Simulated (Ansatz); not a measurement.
Born–Oppenheimer molecular dynamics of a 24-atom NaMg₂Cl₅ cell at 24.96 Å³/atom, computed with Ansatz: Langevin thermostat at 1150 K, 184 steps of 3.0 fs, friction 0.03 1/fs. The run is short and the cell small, so it isn't an equilibrium average.

```yaml
crystal:
  lattice:
    - [8.486763, -0.140951, 0.295877]
    - [-0.140951, 8.383447, 0.04842]
    - [0.295877, 0.04842, 8.4326]
  atoms:
    - { symbol: Na, position: [0.5628740905, 0.3447331947, 0.8180268569] }
    - { symbol: Na, position: [0.0194512763, 0.4538921927, 0.5587598618] }
    - { symbol: Na, position: [0.2140034835, 0.1366959845, 0.8363286172] }
    - { symbol: Cl, position: [0.9272806164, 0.1105017605, 0.6972203337] }
    - { symbol: Cl, position: [0.1443867764, 0.6292588308, 0.3013886152] }
    - { symbol: Cl, position: [0.8884879241, 0.8333345239, 0.4204340772] }
    - { symbol: Cl, position: [0.403347007, 0.8482970106, 0.3681843565] }
    - { symbol: Cl, position: [0.6731125388, 0.979515966, 0.0534974257] }
    - { symbol: Cl, position: [0.6921265645, 0.5148700313, 0.1850571448] }
    - { symbol: Cl, position: [0.2864616893, 0.2933945671, 0.5991183897] }
    - { symbol: Cl, position: [0.1239827528, 0.9711065358, 0.0975491127] }
    - { symbol: Cl, position: [0.6015118515, 0.1846211755, 0.3941518557] }
    - { symbol: Cl, position: [0.3616069284, 0.7225062565, 0.9208215983] }
    - { symbol: Cl, position: [0.3756430793, 0.3247201886, 0.1309093425] }
    - { symbol: Cl, position: [0.6093378753, 0.6094135774, 0.618324745] }
    - { symbol: Cl, position: [0.0538140078, 0.256090634, 0.3418840379] }
    - { symbol: Cl, position: [0.0667145328, 0.3987495681, 0.897896434] }
    - { symbol: Cl, position: [0.4751794343, 0.9846534697, 0.7760033709] }
    - { symbol: Mg, position: [0.7101099595, 0.9580412095, 0.6094890726] }
    - { symbol: Mg, position: [0.2903808355, 0.1474520632, 0.3423067601] }
    - { symbol: Mg, position: [0.5752913343, 0.7482848689, 0.1619064629] }
    - { symbol: Mg, position: [0.4947830538, 0.4246868927, 0.4464646291] }
    - { symbol: Mg, position: [0.8835582915, 0.026862955, 0.2224036227] }
    - { symbol: Mg, position: [0.2082307047, 0.5386356226, 0.0720535486] }
  symmetry: { detect: false }
basis:
  ecutwfc: 420
  xc_grid: 1
kpoints:
  mp_grid: { grid: [1, 1, 1], shift: [0.0, 0.0, 0.0] }
hamiltonian:
  xc: pbe
scf:
  occupations: { method: fermi_dirac, width: 0.0991 }
  lower_state_search: "off"
  convergence: { dr2_threshold: 1.0e-05 }
output:
  forces: true
  stress: true
md:
  timestep: 3.0
  n_steps: 184
  ensemble: nvt_langevin
  friction: 0.03
  temperature: 1150.0
  initial_velocities: maxwell_boltzmann
  seed: 26636
```

```bash
ansatz run input.yaml --threads 2 --pin off --max-ram 5120MiB --backend cpu --events-out ev --progress --plain --runs-dir out
```

These are results of DFT PBE, scalar-relativistic, plane waves, PAW in Ansatz, not measurements.

5 frames, positions in Å (not wrapped into the cell) and forces in eV/Å:

```xyz
24
Lattice="8.487 -0.141 0.296 -0.141 8.383 0.048 0.296 0.048 8.433" Properties=species:S:1:pos:R:3:forces:R:3 pbc="T T T" time_fs=0.0 temperature_K=1102 free_energy_over_first_frame_eV=0.000
Na    4.970    2.850    7.081    0.150   -0.090    0.340
Na    0.266    3.829    4.740   -0.270    0.440    0.480
Na    2.044    1.156    7.122   -0.530   -0.860    0.820
Cl    8.060    0.829    6.159   -0.800   -0.110    0.130
Cl    1.226    5.270    2.615   -0.450   -0.240    1.570
Cl    7.547    6.881    3.849   -0.960    0.270    0.260
Cl    3.412    7.073    3.265    0.560    0.760    0.240
Cl    5.590    8.119    0.698    1.120    0.580    0.210
Cl    5.856    4.228    1.790    0.180   -0.050    0.350
Cl    2.567    2.448    5.151    0.800    0.720   -0.770
Cl    0.944    8.128    0.906    0.120    0.150   -0.160
Cl    5.195    1.482    3.511    0.880   -0.710    0.280
Cl    3.239    6.051    7.907    0.230   -1.870    1.430
Cl    3.181    2.676    1.231    0.530   -0.250   -0.270
Cl    5.268    5.053    5.424    0.080   -0.780   -0.030
Cl    0.522    2.156    2.911   -2.020   -0.470   -0.750
Cl    0.776    3.377    7.611   -0.710    0.390   -0.100
Cl    4.124    8.225    6.732    1.030    1.870   -1.550
Mg    6.072    7.961    5.396   -0.280    0.100    0.150
Mg    2.545    1.212    2.980    0.580   -1.930   -0.380
Mg    4.825    6.200    1.572   -1.240    0.260   -0.300
Mg    4.271    3.512    3.932    0.640    1.490   -0.590
Mg    7.561    0.111    2.138    0.390    0.550   -0.100
Mg    1.713    4.490    0.695   -0.040   -0.210   -1.250
24
Lattice="8.487 -0.141 0.296 -0.141 8.383 0.048 0.296 0.048 8.433" Properties=species:S:1:pos:R:3:forces:R:3 pbc="T T T" time_fs=138.0 temperature_K=1703 free_energy_over_first_frame_eV=-1.013
Na    5.610    3.256    7.856   -0.080   -0.230   -0.200
Na   -0.543    4.559    4.239    1.680   -0.380   -0.480
Na    2.032    1.155    7.069   -0.410    0.090   -0.130
Cl    8.317    0.526    6.248   -0.440    0.020   -0.570
Cl    1.864    5.178    3.074   -0.570   -0.930    0.340
Cl    7.362    6.904    3.378   -0.710    0.440    0.580
Cl    3.701    7.258    3.061    0.750    0.570    0.250
Cl    6.026    8.836    0.587   -0.980   -0.830   -0.400
Cl    5.894    4.186    1.836    0.150    1.090   -0.430
Cl    2.909    2.631    4.754   -0.790   -0.360   -0.200
Cl    0.865    7.468    0.505   -0.190    0.280    0.050
Cl    5.494    1.649    3.501    0.700   -0.340    0.330
Cl    3.612    5.772    8.445    1.330   -0.300   -0.750
Cl    2.984    2.220    0.500    0.930    0.330    0.930
Cl    5.837    4.759    5.464   -1.250    0.420    0.870
Cl    0.442    2.297    2.097    0.660    1.890    1.290
Cl    0.625    4.230    7.430   -0.740   -0.280   -0.640
Cl    4.018    8.397    6.643    1.790   -0.570   -0.900
Mg    6.220    8.044    5.563   -0.970    0.160   -0.480
Mg    3.200    1.082    2.712   -0.040    0.680   -0.070
Mg    5.080    6.472    1.316    0.240    0.690    0.080
Mg    4.509    3.936    3.691   -0.520   -0.120    0.510
Mg    7.988    0.367    1.846   -0.480   -2.190   -0.230
Mg    1.457    4.676    0.864   -0.070   -0.130    0.270
24
Lattice="8.487 -0.141 0.296 -0.141 8.383 0.048 0.296 0.048 8.433" Properties=species:S:1:pos:R:3:forces:R:3 pbc="T T T" time_fs=276.0 temperature_K=1053 free_energy_over_first_frame_eV=-0.959
Na    6.128    3.063    8.019   -0.140   -0.250   -0.140
Na   -0.985    4.027    4.544    1.260   -0.600   -0.600
Na    2.499    0.768    7.099   -0.110   -0.070    0.330
Cl    8.514    0.526    6.092    0.490    0.100    0.520
Cl    1.698    4.996    3.504    0.240    0.130   -0.460
Cl    7.055    6.560    3.583    1.000   -0.150   -1.210
Cl    3.938    7.364    3.026   -0.550   -2.730   -0.110
Cl    5.940    8.545    0.882    0.350   -0.550   -0.890
Cl    5.959    4.011    1.928   -0.340    0.720    1.130
Cl    2.925    2.324    4.926    0.460    0.660   -0.190
Cl    1.368    7.198    0.765   -1.250    0.710    0.210
Cl    6.332    1.485    3.826   -0.260    0.050    0.140
Cl    4.089    5.587    8.396    0.650   -0.230   -0.420
Cl    3.414    2.046    0.816    1.260    0.170   -0.150
Cl    5.561    4.954    5.772   -0.450   -0.520    0.190
Cl    0.886    2.115    2.007   -1.440   -0.300    0.540
Cl    0.352    4.266    7.646    0.120   -0.010   -0.130
Cl    4.452    7.851    6.094   -0.460    0.460    0.500
Mg    6.570    7.871    5.349   -0.460    0.620    0.450
Mg    3.955    1.086    3.272   -0.010    2.230   -0.520
Mg    5.357    6.253    1.491    0.440    0.420   -0.160
Mg    3.959    4.725    4.103   -0.520   -0.430    0.180
Mg    8.011    0.095    2.071    1.100    0.230    0.230
Mg    1.822    4.821    0.754   -1.370   -0.650    0.540
24
Lattice="8.487 -0.141 0.296 -0.141 8.383 0.048 0.296 0.048 8.433" Properties=species:S:1:pos:R:3:forces:R:3 pbc="T T T" time_fs=414.0 temperature_K=981 free_energy_over_first_frame_eV=-1.187
Na    6.063    3.255    8.538    0.130   -0.240   -1.020
Na   -0.175    3.711    3.712   -1.230   -0.940    0.940
Na    2.472    0.958    7.325    0.020    0.060   -0.640
Cl    8.779    0.649    5.705   -0.570   -0.030   -0.030
Cl    1.424    5.271    3.051    2.050    0.280   -0.310
Cl    7.552    6.720    3.527   -0.730    1.600   -0.670
Cl    4.061    7.367    3.107   -0.210   -0.150   -0.320
Cl    6.145    8.717    0.316    0.890   -1.000    0.600
Cl    5.687    4.561    2.150   -0.130    0.400    0.340
Cl    2.736    2.897    4.904    0.650   -0.080   -0.520
Cl    1.084    7.408    0.559    0.510   -0.580   -0.760
Cl    5.904    1.901    3.483    0.270   -1.070    0.160
Cl    3.740    5.353    8.244    1.050    0.310   -0.480
Cl    3.738    2.047    0.752   -0.130   -0.080   -0.630
Cl    6.032    4.582    5.476   -0.350    0.180    0.440
Cl    1.163    2.025    1.993   -0.730    0.760    0.650
Cl   -0.005    3.884    7.891    1.050    0.380    0.220
Cl    4.584    8.138    6.310   -0.110   -0.120   -0.140
Mg    6.430    8.277    4.892    0.310    0.450    0.340
Mg    3.286    1.280    2.836    0.660    0.040    1.220
Mg    5.281    6.529    1.042   -0.640    0.840   -0.060
Mg    4.111    4.762    4.111    0.080   -0.150    0.190
Mg    8.244    0.293    1.690   -1.880   -0.910    0.530
Mg    1.469    4.820    0.765   -0.950    0.060   -0.060
24
Lattice="8.487 -0.141 0.296 -0.141 8.383 0.048 0.296 0.048 8.433" Properties=species:S:1:pos:R:3:forces:R:3 pbc="T T T" time_fs=552.0 temperature_K=1158 free_energy_over_first_frame_eV=-1.029
Na    5.720    2.675    8.705    0.940    0.560   -0.430
Na   -0.184    3.859    4.449   -0.320   -0.400    0.480
Na    2.573    0.940    7.180   -0.380    0.320   -0.230
Cl    8.809    0.981    5.802   -0.470   -0.700   -0.070
Cl    1.369    5.250    3.097    0.760    0.130   -0.670
Cl    7.267    7.042    3.197   -0.280   -0.670    0.560
Cl    3.803    7.240    3.387   -0.020    0.360   -0.610
Cl    6.465    8.453    0.029   -0.110   -0.150    0.910
Cl    5.325    4.955    1.749   -0.040   -0.760    0.320
Cl    2.999    2.859    4.977   -0.510    1.780    1.050
Cl    1.413    7.612    0.570   -2.040    0.380    0.980
Cl    6.071    1.939    3.814   -0.100    0.550   -1.000
Cl    3.452    5.944    7.775    1.460   -1.010   -0.840
Cl    3.478    1.532    1.141    0.140   -0.180    0.750
Cl    6.020    5.024    5.674    0.400   -0.010    0.250
Cl    0.586    2.253    2.473    1.050    1.400    0.520
Cl    0.791    3.295    7.816   -0.020    0.880    0.050
Cl    4.664    8.511    6.025   -0.740    0.030    0.880
Mg    6.662    8.369    4.978    0.830    0.100    0.660
Mg    3.749    1.368    3.629    0.640   -1.880   -1.410
Mg    4.661    7.061    0.906   -0.350    0.140    0.150
Mg    4.210    4.856    4.333   -0.330    0.480   -0.870
Mg    8.145    0.399    2.012   -0.080   -1.290   -2.150
Mg    1.405    5.069    0.596   -0.430   -0.060    0.710
```

Over the second half the temperature averages 1078 K and the pressure (kinetic part included, positive in compression) 3.7 GPa. Mean square displacements at the end: Cl 0.49 Å², Mg 0.83 Å², Na 1.32 Å² (from the start of this run, the atoms' common shift taken off).

One k point is coarse for so small a cell, so forces and above all the pressure are rough.

Time: 5.3 min on 2 threads of Arm Neoverse V1 (shared host), peak memory 0.55 GiB.